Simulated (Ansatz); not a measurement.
**Ga₃Mo, first-principles data**

Ga3Mo:
```cif
data_Ga3Mo
_chemical_formula_sum 'Ga3 Mo1'
_space_group_name_H-M_alt 'P 1'
_space_group_IT_number 1
_cell_length_a 3.92287
_cell_length_b 3.92287
_cell_length_c 3.92287
_cell_angle_alpha 90.000
_cell_angle_beta 90.000
_cell_angle_gamma 90.000
loop_
_space_group_symop_operation_xyz
  'x, y, z'
loop_
_atom_site_label
_atom_site_type_symbol
_atom_site_fract_x
_atom_site_fract_y
_atom_site_fract_z
_atom_site_occupancy
Ga1 Ga 0.00000 0.50000 0.50000 1
Ga2 Ga 0.50000 0.50000 0.00000 1
Ga3 Ga 0.50000 0.00000 0.50000 1
Mo1 Mo 0.00000 0.00000 0.00000 1
```

Space group Pm-3m (No. 221), Cu3Au type; conventional cell a = 3.923 Å, b = 3.923 Å, c = 3.923 Å, α = 90.00°, β = 90.00°, γ = 90.00°.

Method: the program Ansatz at the r²SCAN level (PAW). Structure relaxed to zero pressure with the same functional. Other levels are named where they apply.

Cell and energy:

```
Item                                                          Value
-----------------------------------------------------  ------------
Volume per atom                                            15.09 Å³
Density                                                  8.39 g/cm³
Formation energy from the elements (no fitted shifts)  182 meV/atom
```

Electronic structure:

```
Property                                                                    Value
------------------------------------  -------------------------------------------
Electronic character                                            metallic (no gap)
Density of states at the Fermi level  1.1 states/eV per atom (mean over ±0.08 eV)
Gap with spin–orbit coupling                                      none (metallic)
```

Mechanics:

```
Property                              Value
----------------------------------  -------
Bulk modulus (Birch–Murnaghan fit)  135 GPa
Pressure derivative B′                  4.7
```

Charges:

```
Quantity                     Result
-------------  --------------------
Bader charges  Ga -0.06, Mo +0.17 e
```

The cell is a constructed one: a structure type filled with these elements; neither database checked (COD, Materials Project) lists it. Whether it is the stable phase at ambient conditions was not checked. The r²SCAN relaxation kept the symmetry of its start; whether a distortion lowers the energy is not shown. No spin polarisation was allowed. The references are the lowest solids computed at this level, not always the standard phases. Spin–orbit coupling is left out wherever it is not named.

Potentials: the earlier of the program's two PAW sets.
